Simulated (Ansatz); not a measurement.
Geometry optimisation in Ansatz: input, command and trajectory.

```yaml
crystal:
  lattice:
    - [-1.9747950187, 1.9747950187, 5.8775970959]
    - [1.9747950187, -1.9747950187, 5.8775970959]
    - [1.9747950187, 1.9747950187, -5.8775970959]
  atoms:
    - { symbol: K, position: [0.0, 0.0, 0.0] }
    - { symbol: P, position: [0.3445831691, 0.3445831691, 0.0] }
    - { symbol: P, position: [0.6554168309, 0.6554168309, 0.0] }
    - { symbol: Ru, position: [0.75, 0.25, 0.5] }
    - { symbol: Ru, position: [0.25, 0.75, 0.5] }
basis:
  ecutwfc: 420
kpoints:
  mp_grid: { grid: [12, 12, 12] }
hamiltonian:
  xc: pbesol
scf:
  occupations: { method: gaussian, width: 0.1 }
output:
  forces: true
  stress: true
  eigenvalues: true
relax:
  adjacent_minimum: "off"
  f_tol: 0.01
  max_steps: 30
  cell: { stress_tol: 0.1, fix: [volume] }
```

```bash
ansatz run input.yaml --threads 2 --pin off --max-ram 5120MiB --backend cpu --events-out ev --progress --plain --runs-dir out
```

Level of theory: Ansatz, DFT PBEsol, scalar-relativistic, plane waves, PAW.

The volume is held at 0.94 times that of the relaxed cell.

Of 4 frames 3 are shown, positions in Å and forces in eV/Å; the SCF threshold varies from step to step. Steps run on the plane waves of an earlier cell, with a Pulay correction in the pressure. The basis is chosen afresh for the last frame, the zero of the energies, and at times for earlier ones too; energy and pressure can step there, also at an unchanged geometry. Where two frames share a geometry here, they differ by under 2 meV/atom and 0.3 GPa.

```xyz
5
Lattice="-1.9748 1.9748 5.8776 1.9748 -1.9748 5.8776 1.9748 1.9748 -5.8776" Properties=species:S:1:pos:R:3:forces:R:3 pbc="T T T" step=1 free_energy_over_end_meV_per_atom=5.65 pressure_GPa=5.71
K     0.0000    0.0000    0.0000    0.0000    0.0000    0.0000
P     0.0000    0.0000    4.0506    0.0000    0.0000    0.5237
P     0.0000    0.0000    7.7046    0.0000    0.0000   -0.5237
Ru    0.0000    1.9748    2.9388    0.0000    0.0000    0.0000
Ru    1.9748    0.0000    2.9388    0.0000    0.0000    0.0000
5
Lattice="-1.9883 1.9883 5.7979 1.9883 -1.9883 5.7979 1.9883 1.9883 -5.7979" Properties=species:S:1:pos:R:3:forces:R:3 pbc="T T T" step=2 free_energy_over_end_meV_per_atom=0.24 pressure_GPa=3.14
K     0.0000    0.0000    0.0000    0.0000    0.0000    0.0000
P     0.0000    0.0000    4.0213    0.0000    0.0000    0.1131
P     0.0000    0.0000    7.5745    0.0000    0.0000   -0.1131
Ru    0.0000    1.9883    2.8990    0.0000    0.0000    0.0000
Ru    1.9883    0.0000    2.8990    0.0000    0.0000    0.0000
5
Lattice="-1.9908 1.9908 5.7832 1.9908 -1.9908 5.7832 1.9908 1.9908 -5.7832" Properties=species:S:1:pos:R:3:forces:R:3 pbc="T T T" step=4 free_energy_over_end_meV_per_atom=0.00 pressure_GPa=2.56
K     0.0000    0.0000    0.0000    0.0000    0.0000    0.0000
P     0.0000    0.0000    4.0180    0.0000    0.0000    0.0098
P     0.0000    0.0000    7.5485    0.0000    0.0000   -0.0098
Ru    0.0000    1.9908    2.8916    0.0000    0.0000    0.0000
Ru    1.9908    0.0000    2.8916    0.0000    0.0000    0.0000
```

The run took 56 s on 2 threads of Intel(R) Xeon(R) Platinum 8488C (Sapphire Rapids), with other jobs on the host, peak memory 0.69 GiB.